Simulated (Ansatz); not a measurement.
Question: Name crystals whose computed values (LDA in the plane-wave PAW code Ansatz) fall in these windows: highest Γ mode, no LO–TO term (cm⁻¹) 280 to 370; G_Hill (GPa) 100 to 140.

Answer: 

```
crystal          highest Γ mode, no LO–TO term (cm⁻¹)  G_Hill (GPa)
---------------  ------------------------------------  ------------
AlRu, CsCl type                                   325           120
```
Others may fit too.

The cell was relaxed under the symmetry of its start. Rows with no word on spin ran without spin polarisation. Spin–orbit coupling is left out wherever it is not named.

Potentials: the later of the program's two PAW sets.
